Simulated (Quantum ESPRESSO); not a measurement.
```cif
data_CdF3Rb
_chemical_formula_sum 'F3 Rb1 Cd1'
_space_group_name_H-M_alt 'Pm-3m'
_space_group_IT_number 221
_space_group_name_Hall '-P 4 2 3'
_cell_length_a 4.42498
_cell_length_b 4.42498
_cell_length_c 4.42498
_cell_angle_alpha 90.000
_cell_angle_beta 90.000
_cell_angle_gamma 90.000
loop_
_atom_site_label
_atom_site_type_symbol
_atom_site_symmetry_multiplicity
_atom_site_Wyckoff_symbol
_atom_site_fract_x
_atom_site_fract_y
_atom_site_fract_z
_atom_site_occupancy
F1 F 3 c 0.00000 0.50000 0.50000 1
Rb1 Rb 1 a 0.00000 0.00000 0.00000 1
Cd1 Cd 1 b 0.50000 0.50000 0.50000 1
```

The geometry is that of Materials Project entry mp-6951, symmetrised and not relaxed again.

Question: What does PBEsol (pw.x of Quantum ESPRESSO, ONCV potentials, with spin-orbit coupling) give for the electronic structure near the Fermi level?

Answer: The PBEsol gap is indirect, 3.07 eV, from R to Γ; the smallest direct gap is 4.58 eV. Another valence extremum on the path lies within 0.02 eV, too close to call. The cell is held in this high symmetry; tilts and polar distortions were not searched.

The structure is a Materials Project entry; no match was found in the copy of COD used, and its stability was not checked.
